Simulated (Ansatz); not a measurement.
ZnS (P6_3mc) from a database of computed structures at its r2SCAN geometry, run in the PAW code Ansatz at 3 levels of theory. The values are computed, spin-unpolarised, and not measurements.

The r2SCAN input:
```yaml
crystal:
  lattice:
    - [3.8084327919, 0.0, 0.0]
    - [-1.9042163959, 3.2981995464, 0.0]
    - [0.0, 0.0, 18.6880104961]
  atoms:
    - { symbol: Zn, position: [0.3333333333, 0.6666666667, 0.8332733122] }
    - { symbol: Zn, position: [0.6666666667, 0.3333333333, 0.3332733122] }
    - { symbol: Zn, position: [0.6666666667, 0.3333333333, 0.6668148654] }
    - { symbol: Zn, position: [0.3333333333, 0.6666666667, 0.1668148654] }
    - { symbol: Zn, position: [0.0, 0.0, 0.5000312016] }
    - { symbol: Zn, position: [0.0, 0.0, 1.0000312016] }
    - { symbol: S, position: [0.3333333333, 0.6666666667, 0.9581258908] }
    - { symbol: S, position: [0.6666666667, 0.3333333333, 0.4581258908] }
    - { symbol: S, position: [0.6666666667, 0.3333333333, 0.7916458914] }
    - { symbol: S, position: [0.3333333333, 0.6666666667, 0.2916458914] }
    - { symbol: S, position: [0.0, 0.0, 0.6251098285] }
    - { symbol: S, position: [0.0, 0.0, 0.1251098285] }
kpoints:
  mp_grid: { grid: [12, 12, 2] }
  band_path:
    path:
      - [0.0, 0.0, 0.0]
      - [0.5, 0.0, 0.0]
      - [0.3333333333, 0.3333333333, 0.0]
      - [0.0, 0.0, 0.5]
      - [0.5, 0.0, 0.5]
      - [0.3333333333, 0.3333333333, 0.5]
    npoints: 1
hamiltonian:
  xc: r2scan
scf:
  occupations: { method: fixed }
  n_extra_bands: 7
output:
  forces: true
  stress: true
  eigenvalues: true
```

Main results, then, where recorded, the levels near the gap in eV from the Fermi energy (columns number the bands from 0), one row a point of the path (Γ, M, K, A, L, H):
```
Crystal: 12 atoms, lattice volume = 234.740 Å³
Symmetry: 12 space group operations
Space group: P63mc (ITA 186)
```
```
Basis set: ecut = 500 eV, 5895 PW (Γ)
k-points: 38 of 288
SCF converged after 9 iterations
Free energy (F): -25400.693564 eV
Fermi energy:    5.625778 eV
--- Forces (eV/Å), atoms counted from 1 ---
  atom   1  Zn      0.00000      0.00000      0.00060
  atom   2  Zn      0.00000      0.00000      0.00060
  atom   3  Zn      0.00000      0.00000      0.00117
  atom   4  Zn      0.00000      0.00000      0.00117
  atom   5  Zn      0.00000      0.00000      0.00064
  atom   6  Zn      0.00000      0.00000      0.00064
  atom   7  S       0.00000      0.00000    -0.00004
  atom   8  S       0.00000      0.00000    -0.00004
  atom   9  S       0.00000      0.00000    -0.00113
  atom  10  S       0.00000      0.00000    -0.00113
  atom  11  S       0.00000      0.00000    -0.00126
  atom  12  S       0.00000      0.00000    -0.00126
--- Stress (GPa, compression-positive) ---
        0.037224       0.000000       0.000000
        0.000000       0.037224       0.000000
        0.000000       0.000000       0.031333
  P = ⅓ Tr σ = 0.0353 GPa (0.353 kbar)
```
```tsv
band_51	band_52	band_53	band_54	band_55	band_56
-0.029	0.000	0.000	2.730	3.733	3.789
-1.301	-1.128	-0.906	3.850	3.938	4.012
-1.598	-1.542	-1.542	4.813	4.813	4.820
-0.070	-0.070	-0.070	3.181	3.181	3.789
-1.253	-1.017	-1.017	3.763	3.763	4.263
-1.758	-1.610	-1.610	5.036	5.036	5.164
```

The r2SCAN gap is direct at Γ: 2.73 eV.

HSE06. Against the first input these blocks differ (the band path and keys that only write files left aside):
```yaml
kpoints:
  mp_grid: { grid: [6, 6, 2] }
hamiltonian:
  xc: hse06
```

```
Basis set: ecut = 420 eV, 4611 PW (Γ)
k-points: 14 of 72
Exchange kernel: α = 0.2500, screened, ω = 0.2079 Å⁻¹, Wigner–Seitz truncation, v(0) = 1046.6272 eV·Å³, q-mesh 6×6×2
hybrid outer 1: dexx = +7.263e-2 eV, tail = 2.45e-4 eV
hybrid outer 2: dexx = +6.087e-6 eV, tail = 8.55e-8 eV, Δε = 4.52e-3 eV, ΔF = 1.14e-3 eV/Å
hybrid outer 3: dexx = +1.597e-9 eV, tail = 4.36e-9 eV, Δε = 8.27e-5 eV, ΔF = 1.05e-4 eV/Å
hybrid SCF converged: 3 outer / 15 inner (+3 warm-up)
Free energy (F): -25340.391690 eV
Fermi energy:    5.168173 eV
--- Forces (eV/Å), atoms counted from 1 ---
  atom   1  Zn      0.00000      0.00000      0.00017
  atom   2  Zn      0.00000      0.00000      0.00017
  atom   3  Zn      0.00000      0.00000    -0.00629
  atom   4  Zn      0.00000      0.00000    -0.00629
  atom   5  Zn      0.00000      0.00000      0.00495
  atom   6  Zn      0.00000      0.00000      0.00495
  atom   7  S       0.00000      0.00000      0.00412
  atom   8  S       0.00000      0.00000      0.00412
  atom   9  S       0.00000      0.00000    -0.00056
  atom  10  S       0.00000      0.00000    -0.00056
  atom  11  S       0.00000      0.00000    -0.00239
  atom  12  S       0.00000      0.00000    -0.00239
--- Stress (GPa, compression-positive) ---
        1.631616       0.000000       0.000000
        0.000000       1.631616       0.000000
        0.000000       0.000000       1.564585
  P = ⅓ Tr σ = 1.6093 GPa (16.093 kbar)
```
```tsv
band_51	band_52	band_53	band_54	band_55	band_56
-0.028	0.000	0.000	3.399	4.466	4.516
-1.339	-1.159	-0.931	4.557	4.657	4.727
-1.643	-1.582	-1.582	5.559	5.559	5.571
-0.072	-0.072	-0.072	3.853	3.853	4.536
-1.290	-1.046	-1.046	4.468	4.468	5.018
-1.811	-1.650	-1.650	5.786	5.786	5.931
```

The HSE06 gap is direct at Γ: 3.40 eV. The mean pressure is +1.6 GPa (compression positive), so HSE06 would enlarge the cell's volume. (The program warns that its thresholds are loose for a hybrid's stress.)

Q: In the first input these blocks are replaced (the band path and keys that only write files left aside):
```yaml
kpoints:
  mp_grid: { grid: [6, 6, 2] }
hamiltonian:
  xc: pbe0
```
What comes out?

A:
```
Basis set: ecut = 420 eV, 4611 PW (Γ)
k-points: 14 of 72
Exchange kernel: α = 0.2500, full range, Wigner–Seitz truncation, v(0) = 21900.9083 eV·Å³, q-mesh 6×6×2
hybrid outer 1: dexx = +9.621e-2 eV, tail = 2.72e-4 eV
hybrid outer 2: dexx = +6.281e-6 eV, tail = 1.09e-7 eV, Δε = 4.93e-3 eV, ΔF = 1.55e-3 eV/Å
hybrid outer 3: dexx = +2.035e-9 eV, tail = 4.25e-9 eV, Δε = 9.34e-5 eV, ΔF = 2.10e-4 eV/Å
hybrid SCF converged: 3 outer / 15 inner (+3 warm-up)
Free energy (F): -25341.994933 eV
Fermi energy:    4.800411 eV
--- Forces (eV/Å), atoms counted from 1 ---
  atom   1  Zn      0.00000      0.00000      0.00007
  atom   2  Zn      0.00000      0.00000      0.00007
  atom   3  Zn      0.00000      0.00000    -0.00559
  atom   4  Zn      0.00000      0.00000    -0.00559
  atom   5  Zn      0.00000      0.00000      0.00467
  atom   6  Zn      0.00000      0.00000      0.00467
  atom   7  S       0.00000      0.00000      0.00405
  atom   8  S       0.00000      0.00000      0.00405
  atom   9  S       0.00000      0.00000    -0.00036
  atom  10  S       0.00000      0.00000    -0.00036
  atom  11  S       0.00000      0.00000    -0.00283
  atom  12  S       0.00000      0.00000    -0.00283
--- Stress (GPa, compression-positive) ---
        1.400028       0.000000       0.000000
        0.000000       1.400028       0.000000
        0.000000       0.000000       1.335999
  P = ⅓ Tr σ = 1.3787 GPa (13.787 kbar)
```
```tsv
band_51	band_52	band_53	band_54	band_55	band_56
-0.024	0.000	0.000	4.062	5.159	5.211
-1.359	-1.176	-0.945	5.253	5.356	5.426
-1.666	-1.604	-1.604	6.265	6.265	6.277
-0.073	-0.073	-0.073	4.526	4.526	5.233
-1.309	-1.061	-1.061	5.162	5.162	5.723
-1.838	-1.673	-1.673	6.493	6.493	6.642
```
The PBE0 gap is direct at Γ: 4.06 eV. At this geometry PBE0 finds +1.4 GPa, compression counted positive: its own equilibrium volume is larger. (The program warns that its thresholds are loose for a hybrid's stress.)

The hybrids run on coarser meshes, which limits their stresses and small splittings of levels.

Totals of different functionals can't be compared.

The meshes of the hybrids are coarse, so their gaps aren't converged to the digits shown.
